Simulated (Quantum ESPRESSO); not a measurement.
# NbW6Mg: a guest atom moved from site to site

Computed values, not a measurement. The program is pw.x of Quantum ESPRESSO 7.5 (plane-wave density functional theory). The cell is made up: eight metal atoms on a face-centred cubic lattice, with elements, volume, strain and displacements drawn at random and not relaxed, so it may be unstable or far from any real phase. PseudoDojo standard norm-conserving files set the functional (PBE unless stated); there is no spin polarisation or spin-orbit coupling, the Fermi-Dirac width of 0.25 eV means electrons at about 2900 K, and the masses in the input are unused placeholders. Heavy elements are run without spin-orbit coupling, which real alloys of them have. A spin test at this wide smearing found no moment, but such smearing suppresses magnetism that the real alloy may have.

The runs move one Nb atom among sites that otherwise hold W. Cell, positions, cutoff, mesh and smearing stay as in the input of run 1; sites are counted in its order. Stress in the tables is positive in tension.

Input of run 1:

```
&control calculation='scf', pseudo_dir='./dojo.nc.sr.pbe.v0_5.standard.upf', outdir='./o', disk_io='minimal', tprnfor=.true., tstress=.true. /
&system ibrav=0, nat=8, ntyp=3, nbnd=71, ecutwfc=84.00895049, nosym=.true., tot_charge=0,
 occupations='smearing', smearing='fd', degauss=0.0183746611
/
&electrons conv_thr=1.470e-08, electron_maxstep=70, mixing_beta=0.5 /
ATOMIC_SPECIES
Mg 1.0 Mg.upf
Nb 1.0 Nb.upf
W 1.0 W.upf
CELL_PARAMETERS angstrom
0.0 -1.9839 -1.9839
-3.9679 1.9839 -1.9839
5.9518 5.9518 -3.9679
ATOMIC_POSITIONS angstrom
Nb -0.0285 -0.0292 0.0565
W -0.0504 1.996 -2.0536
W -0.0536 4.0067 -3.9701
W 3.9581 3.9402 -3.9936
W -2.0188 -0.0432 -1.978
W -2.0432 2.0273 -4.013
W 1.9462 1.996 -3.9586
Mg 2.0094 3.959 -5.9328
K_POINTS automatic
8 5 3 1 1 1
```

```
run  elements on sites 1 to 8  free energy less that of run 1 (eV)  -TS (eV)  pressure (GPa)  stress xx (GPa)  stress yy (GPa)  stress zz (GPa)  stress yz (GPa)  stress xz (GPa)  stress xy (GPa)  iterations
  1         Nb W W W W W W Mg                                0.000    -1.556           19.65           -21.14           -19.00           -18.81             0.68             0.19            -0.70          18
  2         W Nb W W W W W Mg                               -0.007    -1.547           19.74           -20.99           -19.40           -18.84             1.23             0.45            -1.05          18
  3         W W Nb W W W W Mg                               -0.090    -1.551           19.58           -20.59           -19.44           -18.70             1.07             0.17            -0.71          17
  4         W W W Nb W W W Mg                               -0.226    -1.525           19.24           -19.66           -19.25           -18.80             0.72             0.17            -0.69          17
  5         W W W W Nb W W Mg                               -0.146    -1.551           19.55           -20.21           -19.52           -18.91             1.19             0.10            -0.66          17
  6         W W W W W W Nb Mg                                0.071    -1.562           19.69           -21.27           -19.22           -18.59             0.75             0.23            -0.86          19
```

Forces Fx Fy Fz (eV/Å):

| site | run 1 | run 2 | run 3 | run 4 | run 5 | run 6 |
| --- | --- | --- | --- | --- | --- | --- |
| 1 | 0.55 0.12 -0.46 | 0.53 0.04 -0.30 | 0.55 0.29 -0.58 | 0.95 0.56 -0.90 | 0.34 0.22 -0.53 | 0.49 0.19 -0.47 |
| 2 | -0.41 -0.15 0.28 | -0.52 -0.37 0.47 | -0.47 -0.57 0.68 | -0.39 -0.28 0.44 | 0.10 -0.02 0.15 | -0.96 -0.67 0.81 |
| 3 | 0.69 -0.02 0.07 | 0.74 0.29 -0.21 | 0.98 0.22 -0.13 | 0.79 -0.11 0.15 | 0.70 0.10 -0.05 | 0.84 0.16 -0.09 |
| 4 | -0.50 -0.37 0.73 | -0.06 -0.26 0.58 | -0.18 0.06 0.26 | -0.01 -0.17 0.57 | 0.13 -0.45 0.78 | 0.41 0.04 0.31 |
| 5 | 0.61 0.38 -0.17 | 0.21 0.18 -0.01 | 0.72 0.48 -0.30 | 0.58 0.66 -0.47 | 0.52 0.42 -0.23 | 0.74 0.60 -0.43 |
| 6 | -0.26 -0.40 0.34 | -0.76 -0.75 0.65 | -1.33 -1.07 1.00 | -0.76 -0.80 0.73 | -0.76 -0.57 0.52 | -0.80 -1.03 0.94 |
| 7 | -0.11 0.77 -0.89 | 0.46 1.09 -1.19 | 0.04 0.73 -0.83 | -0.56 0.37 -0.53 | -0.17 0.69 -0.79 | -0.13 0.89 -1.01 |
| 8 | -0.58 -0.34 0.11 | -0.59 -0.23 0.00 | -0.31 -0.12 -0.10 | -0.60 -0.24 0.01 | -0.87 -0.38 0.16 | -0.59 -0.17 -0.06 |

The sites are displaced and not relaxed, so the energy differences mix bonding between neighbours with strain and are not ordering energies. A rerun of one cell of this series at a higher cutoff and on a denser mesh moved values by no more than 0.007 eV in energy, 0.16 GPa in stress and 0.015 eV/Å in force, and a second program with other atomic files agreed on that cell to 2 % rms in force and 0.5 GPa in pressure.